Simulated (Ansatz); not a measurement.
MoSi$_{2}$ (MoSi2 type, space group I4/mmm)

```
MoSi2
1.0
   -1.60086     1.60086     3.90929
    1.60086    -1.60086     3.90929
    1.60086     1.60086    -3.90929
Mo Si
1 2
Direct
  0.00000   0.00000   0.00000
  0.33530   0.33530   0.00000
  0.66470   0.66470   0.00000
```

The slice is a (1 0 -1) plane (indices of the conventional cell) through the point (0.665, 0.665, 0.000) (fractional), spanned by u = [101] and v = [121] in vectors of this cell: u (3.20 Å) and v (8.45 Å, at 90° to u). It covers one period; positions are fractions (u, v).

All values below come from r2SCAN (plane waves to 500 eV, PAW, scalar-relativistic; Ansatz, a first-principles code). k mesh 14×14×14. Inside the PAW spheres the values are not all-electron values, and peaks at nuclei hang on which shells count as valence. MoSi2 is run without spin polarisation. MoSi2 was relaxed with its symmetry unable to fall.

Task: Sketch the valence electron density on this plane as a map.

Result: 
```
|**##%%##**##%%##|
|%%%%%%######%%%%|
|######%%%%%%####|
|%%%%%%@@@@@@%%%%|
|%%%%%%@@@@@@%%%%|
|%%%%%%%%%%%%%%%%|
|######%%%%%%####|
|++**##%%@@%%##**|
|++**%%##**##%%**|
|**##%%++  ++%%##|
|**##%%##**##%%##|
|####%%%%%%%%%%##|
|%%%%##########%%|
|@@@@%%%%%%%%%%@@|
|@@@@%%%%%%%%%%@@|
|%%%%%%%%%%%%%%%%|
|%%%%##########%%|
|@@%%##**++**##%%|
|**##%%**++**%%##|
|  ++%%##**##%%++|
```
Scale: ten equal steps from -1.44 (start of ' ') to -0.24 (end of '@'), in the order ' .:-=+*#%@'. Values: log₁₀ of the valence density in e/Å³. The map has 8 points along u (two characters each, u = 0 at the left) and 20 along v (v = 0 in the bottom row). The scale is logarithmic, as a density can span decades between atoms and voids.
